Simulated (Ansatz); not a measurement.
A run on W3N4 that went wrong

Someone meant to compute W3N4 with PBE, plane waves and PAW in Ansatz and wrote this input. Its settings were carried over from an input for a code that works in rydberg.

```yaml
crystal:
  lattice:
    - [4.122, 0.0, 0.0]
    - [0.0, 4.122, 0.0]
    - [0.0, 0.0, 4.122]
  atoms:
    - { symbol: W, position: [0.5, 0.5, 0.0] }
    - { symbol: W, position: [0.0, 0.5, 0.5] }
    - { symbol: W, position: [0.5, 0.0, 0.5] }
    - { symbol: "N", position: [0.5, 0.5, 0.5] }
    - { symbol: "N", position: [0.5, 0.0, 0.0] }
    - { symbol: "N", position: [0.0, 0.5, 0.0] }
    - { symbol: "N", position: [0.0, 0.0, 0.5] }
basis:
  ecutwfc: 60
kpoints:
  mp_grid: { grid: [10, 10, 10] }
hamiltonian:
  xc: pbe
scf:
  occupations: { method: gaussian, width: 0.1 }
  max_iter: 96
output:
  forces: true
  stress: true
  eigenvalues: true
```

Command:

```bash
ansatz run input.yaml --threads 2 --pin off --max-ram 5120MiB --backend cpu --events-out ev --progress --plain --runs-dir out
```

The program printed (HF is the Harris–Foulkes energy, dr2 the density residual in eV):

```text
Warning: basis.ecutwfc = 60 eV is below the records' recommended 420 eV, and the density's cutoff is lower with it unless basis.ecutrho_ratio is high enough to keep the records' density cutoff: compare with a run at a higher cutoff
Pseudopotential: W, paw, valence charge 14, recommended cutoff 420 eV (normal)
Pseudopotential: N, paw, valence charge 5, recommended cutoff 420 eV (normal)
Crystal: 7 atoms, lattice volume = 70.036 Å³
Basis set: ecut = 60 eV, 81 PW (Γ), exchange–correlation on 24×24×24 points (8 copies of the dense FFT grid, shifted against one another)
Bands: 38, of which v1, the nominal top of the filled ones, is band 31 counted from 1 (30 counted from 0)
Symmetry: 48 space group operations
Space group: Pm-3m (ITA 221), of the structure as read, at distance tolerance 4.1e-5 Å
k-points: 56 of 1000
Initial density: superposition of atomic densities, corrected by the library's trained network
SCF iter   1: HF=-32121.824129 eV  Δρ=7.26e-1  dr2=3.05e2
SCF iter   2: HF=-31895.106996 eV  Δρ=5.92e-2  dr2=5.59e0
SCF iter   3: HF=-31893.433177 eV  Δρ=2.90e-2  dr2=1.36e0
SCF iter   4: HF=-31892.911362 eV  Δρ=5.26e-3  dr2=2.52e-2
automatic band count: the SCF goes on with 45 bands, as 38 were too few: the levels above may hold too much charge
   ...
SCF iter   8: HF=-31893.005501 eV  Δρ=4.39e-5  dr2=7.75e-7
SCF iter   9: HF=-31893.005501 eV  Δρ=1.69e-5  dr2=1.20e-7
SCF iter  10: F=-31893.005501 eV  HF=-31893.005501 eV  Δρ=3.13e-6  dr2=4.53e-9
SCF 1 converged in 10 iterations: F = -31893.005501 eV  dr2 = 4.53e-9
SCF converged after 10 iterations
Free energy (F): -31893.005501 eV
E sigma→0 (E₀):  -31892.999048 eV
Entropy (-TS):   -0.012906 eV (-1.844 meV/atom)
Fermi energy:    27.674132 eV
--- Forces (eV/Å), atoms counted from 1 ---
  atom   1  W      0.00000000    -0.00000000     0.00000000
  atom   2  W      0.00000000    -0.00000000     0.00000000
  atom   3  W     -0.00000000    -0.00000000     0.00000000
  atom   4  N      0.00000000    -0.00000000     0.00000000
  atom   5  N     -0.00000000    -0.00000000     0.00000000
  atom   6  N     -0.00000000     0.00000000     0.00000000
  atom   7  N     -0.00000000     0.00000000    -0.00000000
--- Stress (GPa, compression-positive) ---
    -1784.988839       0.000000       0.000000
       -0.000000   -1784.988839       0.000000
        0.000000      -0.000000   -1784.988839
  P = ⅓ Tr σ = -1784.9888 GPa (-17849.888 kbar)
```

Task: Which fault does the input hold?
A. Plain mixing at a large step in a long cell
B. Fixed occupations on a metal
C. A cutoff meant in rydberg typed as eV
D. A functional's name that the program doesn't know
E. A smearing that washes the moments out

Result: C. A bare number is read in eV; 1 Ry is 13.606 eV. The cure is a cutoff in eV, here the recommended one.

Fix (which also takes the iteration limit of the reference run):

```diff
 basis:
-  ecutwfc: 60
+  ecutwfc: 420
 scf:
-  max_iter: 96
```

The mended run converges, with a pressure of 27.02 GPa, no gap. The faulty run's energy lay 114 eV per atom higher.

Time of the mended run: 10 s on 2 threads of Arm Neoverse N1, with other jobs on the host, peak memory 0.4 GiB.